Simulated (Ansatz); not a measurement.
Every step of a relaxation of Ti$_{2}$P (CdCl2 type)

DFT, r2SCAN, PAW with Ansatz's default frozen-core files, scalar-relativistic (Ansatz 0.2.0); a Γ-centred 13×13×13 k mesh, Fermi–Dirac smearing of 0.05 eV, no spin polarisation. The run relaxes cell and atoms at a target pressure of 0 GPa.

Command: `ansatz run input.yaml --threads 1 --pin off --max-ram 3072MiB --backend cpu --events-out ev --progress --plain --runs-dir out` It took 3.3 min on 1 thread of Arm Neoverse V1, with other jobs on the host, peak memory 0.62 GiB.

```yaml
crystal:
  lattice:
    - [1.6157994015, -0.9328822194, 4.9551181645]
    - [0.0, 1.8657644388, 4.9551181645]
    - [-1.6157994015, -0.9328822194, 4.9551181645]
  atoms:
    - { symbol: P, position: [0.0, 0.0, 0.0] }
    - { symbol: Ti, position: [0.26, 0.26, 0.26] }
    - { symbol: Ti, position: [0.74, 0.74, 0.74] }
kpoints:
  mp_grid: { grid: [13, 13, 13] }
scf:
  occupations: { method: fermi_dirac, width: 0.05 }
hamiltonian:
  xc: r2scan
  pseudopotentials: { kind: paw }
output:
  forces: true
  stress: true
relax:
  f_tol: 0.005
  max_steps: 50
  cell: {}
```

Each step lists its free energy a cell above the last geometry, the pressure, the cell vectors (Å), and Cartesian positions (Å) with forces (eV/Å).

The first step:

```
step 1  dF = 2113.22 meV  P = 45.7 GPa
  cell 1.6158 -0.9329 4.9551  0.0000 1.8658 4.9551  -1.6158 -0.9329 4.9551
  P 0.0000 0.0000 0.0000   0.0000 0.0000 0.0000
  Ti 0.0000 0.0000 3.8650   0.0000 0.0000 -5.6035
  Ti 0.0000 0.0000 11.0004   0.0000 0.0000 5.6035
```

The PAW files were made under PBE.

Problem. Where does the relaxation end, and by which steps?

Solution. After 7 geometries, with conventional a, b, c = 3.592, 3.592, 13.263 Å, at 16.466 Å³/atom (+10.23 % against the start) in space group R-3m, with a shortest distance of 2.401 Å. The further steps:
```
step 2  dF = 321.56 meV  P = 14.60 GPa
  cell 1.6781 -0.9688 4.7684  0.0000 1.9377 4.7684  -1.6781 -0.9688 4.7684
  P 0.0000 0.0000 0.0000   0.0000 0.0000 0.0000
  Ti 0.0000 0.0000 3.5323   0.0000 0.0000 -1.2954
  Ti 0.0000 0.0000 10.7727   0.0000 0.0000 1.2954
step 3  dF = 87.38 meV  P = 3.49 GPa
  cell 1.7391 -1.0041 4.7140  0.0000 2.0081 4.7140  -1.7391 -1.0041 4.7140
  P 0.0000 0.0000 0.0000   0.0000 0.0000 0.0000
  Ti 0.0000 0.0000 3.4830   0.0000 0.0000 -0.6389
  Ti 0.0000 0.0000 10.6590   0.0000 0.0000 0.6389
step 4  dF = 9.55 meV  P = 0.78 GPa
  cell 1.7743 -1.0244 4.5233  0.0000 2.0488 4.5233  -1.7743 -1.0244 4.5233
  P 0.0000 0.0000 0.0000   0.0000 0.0000 0.0000
  Ti 0.0000 0.0000 3.2957   0.0000 0.0000 -0.1267
  Ti 0.0000 0.0000 10.2741   0.0000 0.0000 0.1267
step 5  dF = 1.56 meV  P = 0.50 GPa
  cell 1.8012 -1.0399 4.3738  0.0000 2.0798 4.3738  -1.8012 -1.0399 4.3738
  P 0.0000 0.0000 0.0000   0.0000 0.0000 0.0000
  Ti 0.0000 0.0000 3.1725   0.0000 0.0000 0.0236
  Ti 0.0000 0.0000 9.9488   0.0000 0.0000 -0.0236
step 6  dF = 0.03 meV  P = 0.02 GPa
  cell 1.7954 -1.0366 4.4246  0.0000 2.0732 4.4246  -1.7954 -1.0366 4.4246
  P 0.0000 0.0000 0.0000   0.0000 0.0000 0.0000
  Ti 0.0000 0.0000 3.2143   0.0000 0.0000 -0.0165
  Ti 0.0000 0.0000 10.0594   0.0000 0.0000 0.0165
step 7  dF = 0.00 meV  P = 0.00 GPa
  cell 1.7960 -1.0369 4.4209  0.0000 2.0738 4.4209  -1.7960 -1.0369 4.4209
  P 0.0000 0.0000 0.0000   0.0000 0.0000 0.0000
  Ti 0.0000 0.0000 3.2104   0.0000 0.0000 0.0000
  Ti 0.0000 0.0000 10.0524   0.0000 0.0000 0.0000
step 8  dF = -3.13 meV  P = -0.02 GPa  (same geometry on a basis chosen anew; earlier energies don't compare to the last digit)
  cell 1.7960 -1.0369 4.4209  0.0000 2.0738 4.4209  -1.7960 -1.0369 4.4209
  P 0.0000 0.0000 0.0000   0.0000 0.0000 0.0000
  Ti 0.0000 0.0000 3.2104   0.0000 0.0000 0.0002
  Ti 0.0000 0.0000 10.0524   0.0000 0.0000 -0.0002
```
